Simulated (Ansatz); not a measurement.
MoPt (L1₀ or tetragonal B2, P4/mmm) at seven volumes, the program Ansatz at the r²SCAN level (PAW), shape and atoms relaxed at each. One row is withheld.

```
V (Å³/atom)  P (GPa)
-----------  -------
13.791         34.49
14.246         20.96
14.700          9.58
15.155          0.01
15.610         -8.04
16.064        -14.79
16.519             ?
```

### Question
Fit the shown pressures and predict the withheld one.

### Answer
P = (3/2)B₀(x^(7/2) − x^(5/2))[1 + (3/4)(B′ − 4)(x − 1)] with x = (V₀/V)^(2/3). Least squares on the six rows gives V₀ = 15.156 Å³/atom, B₀ = 292 GPa, B′ = 4.76. At V = 16.519, x = 0.9442 and P = -20.50 GPa. The run itself gave -20.44 GPa.

The start of the workflow was typed in or built on a structure type; neither database checked (COD, Materials Project) lists it. Its standing as an ambient phase is unchecked. The cell was relaxed with r²SCAN under the symmetry of its start; its stability against distortions is not shown here. No spin polarisation was allowed. Spin–orbit coupling is left out wherever it is not named.

Potentials: the earlier of the program's two PAW sets.
